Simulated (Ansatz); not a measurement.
Values for one crystal, relaxed and computed with the program Ansatz at the r²SCAN level (PAW); other levels are named.

```yaml
volume_per_atom: 16.33 Å³
band_gap: 2.02 eV (indirect)
Bulk modulus (Birch–Murnaghan fit): 56.9 GPa
Gap with spin–orbit coupling: 1.88 eV
Hole effective mass, band 2 of 3 at the edge: 4.6 along [100], 6.4 along [110], 6.9 along [111] (mₑ)
Hole effective mass with spin–orbit coupling: 5.9 mₑ (isotropic)
conduction_band_minimum: at X (3 equivalent valleys)
```

### Question
Which compound is it?
A. KCrF6, R-3 (K on 3a, Cr on 3b, F on 18f)
B. RbNdO2, R-3m (Rb on 3a, Nd on 3b, O on 6c)
C. LiF, rock salt
D. Rb2AgRhF6, Fm-3m (Rb on 8c, Ag on 4b, Rh on 4a, F on 24e)

### Answer
D, Rb2AgRhF6, Fm-3m (Rb on 8c, Ag on 4b, Rh on 4a, F on 24e)

The workflow started from a Materials Project entry (that database holds measured and hypothetical structures alike); the Crystallography Open Database copy checked does not list it. Whether it is the stable phase at ambient conditions was not checked. Symmetry was held in the r²SCAN relaxation; its stability against distortions is not shown here. The run is not spin-polarised. Scalar-relativistic: spin–orbit coupling is off unless named, which matters more the heavier the elements.

Potentials: the later of the program's two PAW sets.
